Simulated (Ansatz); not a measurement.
MoRh in space group P-6m2 (No. 187; Mo on 1b, Rh on 1c) at seven volumes, r²SCAN (plane waves, PAW; program Ansatz), shape and atoms relaxed at each. One row is withheld.

| V (Å³/atom) | P (GPa) |
|---|---|
| 13.228 | 32.85 |
| 13.664 | 20.02 |
| 14.100 | 9.17 |
| 14.536 | -0.01 |
| 14.972 | ? |
| 15.408 | -14.31 |
| 15.844 | -19.82 |

Fit the shown pressures and predict the withheld one.

Third-order Birch–Murnaghan: P = (3/2)B₀(x^(7/2) − x^(5/2))[1 + (3/4)(B′ − 4)(x − 1)] with x = (V₀/V)^(2/3). Least squares on the six rows gives V₀ = 14.536 Å³/atom, B₀ = 280.4 GPa, B′ = 4.59. At V = 14.972, x = 0.9805 and P = -7.74 GPa. The run itself gave -7.77 GPa.

The workflow started from a Materials Project entry (that database holds measured and hypothetical structures alike); the Crystallography Open Database copy checked does not list it. With Mo and Rh taken as one species the cell has the higher symmetry P6_3/mmc, so it may be an ordered model of a mixed-site phase. Its standing as an ambient phase is unchecked. The cell was relaxed with r²SCAN under the symmetry of its start; its stability against distortions is not shown here. No spin polarisation was allowed.

Potentials: the later of the program's two PAW sets.
